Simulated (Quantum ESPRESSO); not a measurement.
# Pd2Mo3TaMg2: finding a planted mistake in a log

Computed values, not a measurement. The program is pw.x of Quantum ESPRESSO 7.5 (plane-wave density functional theory). The cell is made up: eight metal atoms on a hexagonal close-packed lattice, with elements, volume, strain and displacements drawn at random and not relaxed, so it may be unstable or far from any real phase. PseudoDojo standard norm-conserving files set the functional (PBE unless stated); there is no spin polarisation or spin-orbit coupling, the Fermi-Dirac width of 0.25 eV means electrons at about 2900 K, and the masses in the input are unused placeholders. Heavy elements are run without spin-orbit coupling, which real alloys of them have. A spin test at this wide smearing found no moment, but such smearing suppresses magnetism that the real alloy may have.

Intended input:

```
&control calculation='scf', pseudo_dir='./dojo.nc.sr.pbe.v0_5.standard.upf', outdir='./o', disk_io='minimal', tprnfor=.true., tstress=.true. /
&system ibrav=0, nat=8, ntyp=4, nbnd=73, ecutwfc=84.00895049, nosym=.true., tot_charge=0,
 occupations='smearing', smearing='fd', degauss=0.0183746611
/
&electrons conv_thr=1.470e-08, electron_maxstep=70, mixing_beta=0.5 /
ATOMIC_SPECIES
Mg 1.0 Mg.upf
Mo 1.0 Mo.upf
Pd 1.0 Pd.upf
Ta 1.0 Ta.upf
CELL_PARAMETERS angstrom
0.0 0.0 -4.5636
0.0 5.017 0.0
5.7932 0.0 0.0
ATOMIC_POSITIONS angstrom
Pd 0.0379 -0.0257 0.0473
Mo 3.0117 -0.0138 -0.0474
Mo 1.1914 2.356 -0.1029
Pd 4.3636 2.4639 -0.0868
Mo 0.0799 1.6844 -2.1554
Ta 2.8516 1.6672 -2.3823
Mg 1.444 4.1883 -2.4475
Mg 4.4185 4.2569 -2.293
K_POINTS automatic
5 5 4 1 1 1
```

The log is shortened where brackets say so; the opening notice, blank lines, dates and the lines on written files are dropped, and the path of the files is cut. It prints rydbergs, bohrs and kilobars, and counts compression as positive stress. Its total energy is the free energy E - TS of the whole cell.

Log of the intended run:

```
     Program PWSCF v.7.5
     Parallel version (MPI & OpenMP), running on       4 processor cores
     Number of MPI processes:                 4
     Threads/MPI process:                     1
     [start-up lines left out]
     bravais-lattice index     =            0
     lattice parameter (alat)  =       8.6240  a.u.
     unit-cell volume          =     895.0902 (a.u.)^3
     number of atoms/cell      =            8
     number of atomic types    =            4
     number of electrons       =       111.00
     number of Kohn-Sham states=           73
     kinetic-energy cutoff     =      84.0090  Ry
     charge density cutoff     =     336.0358  Ry
     scf convergence threshold =      1.5E-08
     mixing beta               =       0.5000
     number of iterations used =            8  plain     mixing
     Exchange-correlation= PBE
                           (   1   4   3   4   0   0   0)
     [axes and pseudopotential details left out]
   Cartesian axes
     site n.     atom                  positions (alat units)
         1        Pd     tau(   1) = (   0.0083048  -0.0056315   0.0103646  )
         2        Mo     tau(   2) = (   0.6599395  -0.0030239  -0.0103865  )
         3        Mo     tau(   3) = (   0.2610658   0.5162591  -0.0225480  )
         4        Pd     tau(   4) = (   0.9561749   0.5399027  -0.0190201  )
         5        Mo     tau(   5) = (   0.0175081   0.3690946  -0.4723026  )
         6        Ta     tau(   6) = (   0.6248576   0.3653256  -0.5220221  )
         7        Mg     tau(   7) = (   0.3164169   0.9177623  -0.5363091  )
         8        Mg     tau(   8) = (   0.9682049   0.9327943  -0.5024542  )
     number of k points=    50  Fermi-Dirac smearing, width (Ry)=  0.0184
                       cart. coord. in units 2pi/alat
        k(    1) = (   0.0984689   0.0909627  -0.1000000), wk =   0.0400000
        k(    2) = (   0.2954067   0.0909627  -0.1000000), wk =   0.0400000
     [further k points left out]
     Dense  grid:    93131 G-vectors     FFT dimensions: (  54,  60,  64)
     Estimated max dynamical RAM per process >     334.62 MB
     Estimated total dynamical RAM >       1.24 GB
     Initial potential from superposition of free atoms
     starting charge     110.9928, renormalised to     111.0000
     Starting wfcs are   68 randomized atomic wfcs +    5 random wfcs
     total cpu time spent up to now is        4.3 secs
     per-process dynamical memory:   259.2 Mb
     Self-consistent Calculation
     iteration #  1     ecut=    84.01 Ry     beta= 0.50
     Davidson diagonalization with overlap
     ethr =  1.00E-02,  avg # of iterations =  3.1
     total cpu time spent up to now is       15.8 secs
     total energy              =   -1325.50215148 Ry
     estimated scf accuracy    <       9.62096104 Ry
     iteration #  2     ecut=    84.01 Ry     beta= 0.50
     Davidson diagonalization with overlap
     ethr =  8.67E-03,  avg # of iterations =  2.6
     total cpu time spent up to now is       27.1 secs
     total energy              =   -1329.45257261 Ry
     estimated scf accuracy    <      27.88098338 Ry
     [iterations 3 to 16 left out]
     iteration # 17     ecut=    84.01 Ry     beta= 0.50
     Davidson diagonalization with overlap
     ethr =  9.09E-11,  avg # of iterations =  1.9
     total cpu time spent up to now is      167.3 secs
     total energy              =   -1331.34095770 Ry
     estimated scf accuracy    <       0.00000012 Ry
     iteration # 18     ecut=    84.01 Ry     beta= 0.50
     Davidson diagonalization with overlap
     ethr =  9.09E-11,  avg # of iterations =  1.0
     total cpu time spent up to now is      175.6 secs
     End of self-consistent calculation
     [lines on levels left out]
!    total energy              =   -1331.34095771 Ry
     estimated scf accuracy    <          1.0E-09 Ry
     smearing contrib. (-TS)   =      -0.10823296 Ry
     internal energy E=F+TS    =   -1331.23272474 Ry
     The total energy is F=E-TS. E is the sum of the following terms:
     one-electron contribution =    -478.71099559 Ry
     hartree contribution      =     286.46509234 Ry
     xc contribution           =    -207.92159116 Ry
     ewald contribution        =    -931.06523033 Ry
     convergence has been achieved in  18 iterations
     Forces acting on atoms (cartesian axes, Ry/au):
     atom    1 type  3   force =    -0.01048636   -0.01977004   -0.01012841
     atom    2 type  2   force =    -0.03891854    0.02746159   -0.01230416
     atom    3 type  2   force =     0.08716609    0.02159932    0.01059669
     atom    4 type  3   force =    -0.03727892    0.02215266    0.02807730
     atom    5 type  2   force =    -0.00578125   -0.01135942   -0.04159795
     atom    6 type  4   force =    -0.00387362   -0.00874141    0.00019082
     atom    7 type  1   force =    -0.00018967   -0.00083499    0.02844151
     atom    8 type  1   force =     0.00936228   -0.03050770   -0.00327579
     Total force =     0.133012     Total SCF correction =     0.000131
     Computing stress (Cartesian axis) and pressure
          total   stress  (Ry/bohr**3)                   (kbar)     P=       25.25
   0.00024051   0.00013852  -0.00007300           35.38       20.38      -10.74
   0.00013852   0.00023966   0.00001708           20.38       35.26        2.51
  -0.00007300   0.00001708   0.00003478          -10.74        2.51        5.12
     init_run     :      4.03s CPU      4.24s WALL (       1 calls)
     electrons    :    165.59s CPU    171.33s WALL (       1 calls)
     forces       :      1.48s CPU      1.49s WALL (       1 calls)
     stress       :      5.20s CPU      5.22s WALL (       1 calls)
     [timing details left out]
     PWSCF        :   2m56.37s CPU   3m 2.42s WALL
     JOB DONE.
```

A second run was made from an input with one planted mistake. Its log:

```
     Program PWSCF v.7.5
     Parallel version (MPI & OpenMP), running on       4 processor cores
     Number of MPI processes:                 4
     Threads/MPI process:                     1
     [start-up lines left out]
     bravais-lattice index     =            0
     lattice parameter (alat)  =       8.6240  a.u.
     unit-cell volume          =     895.0902 (a.u.)^3
     number of atoms/cell      =            8
     number of atomic types    =            4
     number of electrons       =       111.00
     number of Kohn-Sham states=           73
     kinetic-energy cutoff     =      84.0090  Ry
     charge density cutoff     =     336.0358  Ry
     scf convergence threshold =      1.5E-08
     mixing beta               =       0.5000
     number of iterations used =            8  plain     mixing
     Exchange-correlation= PBE
                           (   1   4   3   4   0   0   0)
     [axes and pseudopotential details left out]
   Cartesian axes
     site n.     atom                  positions (alat units)
         1        Pd     tau(   1) = (   0.0083048  -0.0056315   0.0103646  )
         2        Mo     tau(   2) = (   0.6599395  -0.0030239  -0.0103865  )
         3        Mo     tau(   3) = (   0.2610658   0.5162591  -0.0225480  )
         4        Pd     tau(   4) = (   0.9561749   0.5399027  -0.0190201  )
         5        Mg     tau(   5) = (   0.0175081   0.3690946  -0.4723026  )
         6        Ta     tau(   6) = (   0.6248576   0.3653256  -0.5220221  )
         7        Mo     tau(   7) = (   0.3164169   0.9177623  -0.5363091  )
         8        Mg     tau(   8) = (   0.9682049   0.9327943  -0.5024542  )
     number of k points=    50  Fermi-Dirac smearing, width (Ry)=  0.0184
                       cart. coord. in units 2pi/alat
        k(    1) = (   0.0984689   0.0909627  -0.1000000), wk =   0.0400000
        k(    2) = (   0.2954067   0.0909627  -0.1000000), wk =   0.0400000
     [further k points left out]
     Dense  grid:    93131 G-vectors     FFT dimensions: (  54,  60,  64)
     Estimated max dynamical RAM per process >     334.62 MB
     Estimated total dynamical RAM >       1.24 GB
     Initial potential from superposition of free atoms
     starting charge     110.9928, renormalised to     111.0000
     Starting wfcs are   68 randomized atomic wfcs +    5 random wfcs
     total cpu time spent up to now is        4.3 secs
     per-process dynamical memory:   259.2 Mb
     Self-consistent Calculation
     iteration #  1     ecut=    84.01 Ry     beta= 0.50
     Davidson diagonalization with overlap
     ethr =  1.00E-02,  avg # of iterations =  3.1
     total cpu time spent up to now is       15.4 secs
     total energy              =   -1324.79281658 Ry
     estimated scf accuracy    <      10.63324388 Ry
     iteration #  2     ecut=    84.01 Ry     beta= 0.50
     Davidson diagonalization with overlap
     ethr =  9.58E-03,  avg # of iterations =  2.5
     total cpu time spent up to now is       26.0 secs
     total energy              =   -1328.57584399 Ry
     estimated scf accuracy    <      36.22896598 Ry
     [iterations 3 to 15 left out]
     iteration # 16     ecut=    84.01 Ry     beta= 0.50
     Davidson diagonalization with overlap
     ethr =  8.70E-11,  avg # of iterations =  2.0
     total cpu time spent up to now is      154.8 secs
     total energy              =   -1331.32657413 Ry
     estimated scf accuracy    <       0.00000003 Ry
     iteration # 17     ecut=    84.01 Ry     beta= 0.50
     Davidson diagonalization with overlap
     ethr =  2.62E-11,  avg # of iterations =  1.0
     total cpu time spent up to now is      162.8 secs
     End of self-consistent calculation
     [lines on levels left out]
!    total energy              =   -1331.32657413 Ry
     estimated scf accuracy    <          2.6E-09 Ry
     smearing contrib. (-TS)   =      -0.10989339 Ry
     internal energy E=F+TS    =   -1331.21668073 Ry
     The total energy is F=E-TS. E is the sum of the following terms:
     one-electron contribution =    -469.56874695 Ry
     hartree contribution      =     281.77835517 Ry
     xc contribution           =    -207.84347368 Ry
     ewald contribution        =    -935.58281527 Ry
     convergence has been achieved in  17 iterations
     Forces acting on atoms (cartesian axes, Ry/au):
     atom    1 type  3   force =    -0.02152499   -0.00721677   -0.02312349
     atom    2 type  2   force =    -0.07624748    0.00175909    0.00596478
     atom    3 type  2   force =     0.11885524    0.06240510    0.06078975
     atom    4 type  3   force =    -0.01289438    0.00869960    0.01095374
     atom    5 type  1   force =    -0.05791381   -0.02722410   -0.07606319
     atom    6 type  4   force =    -0.03075507    0.01445460    0.00449339
     atom    7 type  2   force =     0.08066101   -0.01806455    0.01920192
     atom    8 type  1   force =    -0.00018052   -0.03481297   -0.00221690
     Total force =     0.220124     Total SCF correction =     0.000257
     Computing stress (Cartesian axis) and pressure
          total   stress  (Ry/bohr**3)                   (kbar)     P=       12.42
   0.00041823   0.00006274   0.00014564           61.52        9.23       21.42
   0.00006274  -0.00019670   0.00004851            9.23      -28.94        7.14
   0.00014564   0.00004851   0.00003180           21.42        7.14        4.68
     init_run     :      3.81s CPU      3.99s WALL (       1 calls)
     electrons    :    153.94s CPU    158.43s WALL (       1 calls)
     forces       :      1.45s CPU      1.45s WALL (       1 calls)
     stress       :      5.15s CPU      5.15s WALL (       1 calls)
     [timing details left out]
     PWSCF        :   2m44.71s CPU   2m49.44s WALL
     JOB DONE.
```

Question: the log repeats what the program read. Compare it with the intended run: what was wrong in the second input?

Answer: two atoms have their elements exchanged. The input lines that differ:

```
- Mo 0.0799 1.6844 -2.1554
+ Mg 0.0799 1.6844 -2.1554
- Mg 1.444 4.1883 -2.4475
+ Mo 1.444 4.1883 -2.4475
```

|  | intended run | run with the mistake |
| --- | --- | --- |
| free energy (eV) | -18113.817 | -18113.621 |
| entropy term -TS, part of it (eV) | -1.473 | -1.495 |
| pressure (GPa) | 2.53 | 1.24 |
| size of the largest force component (eV/Å) | 2.241 | 3.056 |
| largest change of a force component (eV/Å) |  | 2.079 |
| iterations | 18 | 17 |

For scale, a rerun of the intended cell at a higher cutoff and on a denser mesh moved values by no more than 0.004 eV in energy, 0.03 GPa in stress and 0.017 eV/Å in force, and a second program with other atomic files agreed on that cell to 2 % rms in force and 0.5 GPa in pressure.